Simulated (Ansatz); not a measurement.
Pb (fcc (Cu type), Fm-3m) at seven volumes, LDA in the plane-wave PAW code Ansatz, scaled uniformly. One row is withheld.

```
V (Å³/atom)  P (GPa)
-----------  -------
26.464          6.30
27.336          3.82
28.209          1.74
29.081          0.00
29.954             ?
30.826         -2.64
31.698         -3.64
```

Fit the shown pressures and predict the withheld one.

P = (3/2)B₀(x^(7/2) − x^(5/2))[1 + (3/4)(B′ − 4)(x − 1)] with x = (V₀/V)^(2/3). Least squares on the six rows gives V₀ = 29.085 Å³/atom, B₀ = 52.6 GPa, B′ = 5.05. At V = 29.954, x = 0.9806 and P = -1.44 GPa. The run itself gave -1.44 GPa.

The cell was relaxed with LDA under the symmetry of its start. Scalar-relativistic: spin–orbit coupling is off unless named, which matters more the heavier the elements.

Potentials: the later of the program's two PAW sets.
